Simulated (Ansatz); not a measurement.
Hg:
```
CELL_PARAMETERS angstrom
      0.00000     3.83080     3.83080
      3.83080     0.00000     3.83080
      3.83080     3.83080     0.00000
ATOMIC_POSITIONS crystal
  Hg 0.25000 0.25000 0.25000
  Hg 0.00000 0.00000 0.00000
```

PBE (plane waves, PAW; program Ansatz) gives a gap of 0.39 eV without spin–orbit coupling, maximum at Γ, minimum on the K–Γ line, 11 % of the way from K.

Question: What happens when spin–orbit coupling is switched on?

Answer: The gap falls by 0.10 eV, to 0.29 eV; maximum at Γ, minimum on the K–Γ line, 10 % of the way from K.

Question: Give the electron effective mass with spin–orbit coupling.

Answer: 0.43, 0.45, 1.3 mₑ (principal values).

Question: Give the hole effective mass with spin–orbit coupling.

Answer: 0.29 mₑ (isotropic).

Space group Fd-3m (diamond). The cell is a constructed one: a structure type filled with these elements; neither database checked (COD, Materials Project) lists it. It is not the usual solid phase (space group No. 166). The cell was relaxed with PBE under the symmetry of its start; phonons on a q-mesh show weakly imaginary modes. The substance is a gas or liquid at ambient conditions.

Potentials: the later of the program's two PAW sets.
